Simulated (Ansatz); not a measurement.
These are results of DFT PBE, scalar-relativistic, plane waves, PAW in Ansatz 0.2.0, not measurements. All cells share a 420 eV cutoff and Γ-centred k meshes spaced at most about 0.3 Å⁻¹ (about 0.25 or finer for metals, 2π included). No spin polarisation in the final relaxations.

All energies are static (0 K, no zero-point motion). All come from trial cells, and lower structures may exist.

Question: Which of these relaxed structures of Be₃AgS₄ is the lowest in energy?
A.

```xyz
8
Lattice="-3.0629 3.0629 3.0629 3.0629 -3.0629 3.0629 3.0629 3.0629 -3.0629" Properties=species:S:1:pos:R:3 pbc="T T T"
Be    3.0629    0.0000    0.0000
Be    0.0000    3.0629    0.0000
Be    0.0000    0.0000    3.0629
Ag    0.0000    0.0000    0.0000
S     1.5315    1.5315    1.5315
S     1.5315    1.5315   -1.5315
S     1.5315   -1.5315    1.5315
S    -1.5315    1.5315    1.5315
```

B.

```xyz
8
Lattice="4.8549 0.0000 0.0000 0.0000 4.8549 0.0000 0.0000 0.0000 4.8549" Properties=species:S:1:pos:R:3 pbc="T T T"
Be    0.0000    2.4275    2.4275
Be    2.4275    0.0000    2.4275
Be    2.4275    2.4275    0.0000
Ag    2.4275    2.4275    2.4275
S     2.4275    0.0000    0.0000
S     0.0000    2.4275    0.0000
S     0.0000    0.0000    2.4275
S     0.0000    0.0000    0.0000
```

Answer: B. It has space group Pm-3m (No. 221); the next, A, with Be and Ag ordered on caesium chloride sites, space group Im-3m (No. 229), lies 262 meV/atom higher. Counting S atoms around Ag and Be (those within 1.25 times the shortest such distance or 1.15 times the sum of covalent radii, 1.27 where that leaves under three; a plus sign parts nearer from farther groups; the shortest distance is added where it exceeds 1.18 times the sum of covalent radii), the lowest has Be 4 from 2.4 Å, Ag 12+8 from 3.4 Å and the next has Be 8 from 2.7 Å, Ag 8. Even the lowest lies +0.26 eV/atom against the elements.

In Pm-3m, Im-3m an odd number of electrons in the primitive cell allows no gap without spin; a larger cell or a magnetic state could open one. Cells relaxed within their symmetry can be saddle points. Some structure types and database cells were kept out of the candidates from the start, so a known form may be missing.
